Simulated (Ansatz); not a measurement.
Take a crystal in which Zn has been replaced by Cu on all its sites, with the cell rescaled by a rough guess (in some cases also distorted within its space group) and nothing relaxed:

```xyz
3
Lattice="2.3383 -1.3624 -0.0172 2.3383 1.3624 -0.0172 -1.6964 0.0000 7.6907" Properties=species:S:1:pos:R:3 pbc="T T T"
Cu    0.0000    0.0000    0.0000
Cu   -0.3789    0.0000    5.2465
Cu    3.3591    0.0000    2.4097
```

Level of theory: Ansatz 0.2.0, DFT PBEsol, scalar-relativistic, plane waves, PAW.

Plane waves to 420 eV, a k mesh through Γ of 18×18×6 on the computed 3-atom cell and Gaussian smearing (0.10 eV); no spin polarisation.

Task: Will this cell want to expand or contract, and how hard?

Result: The pressure is -22.2 GPa (positive in compression), so the cell would contract.

Task: Is it a metal on this mesh?

Result: Yes, a band crosses the Fermi level.

This form isn't the element's structure at ambient conditions.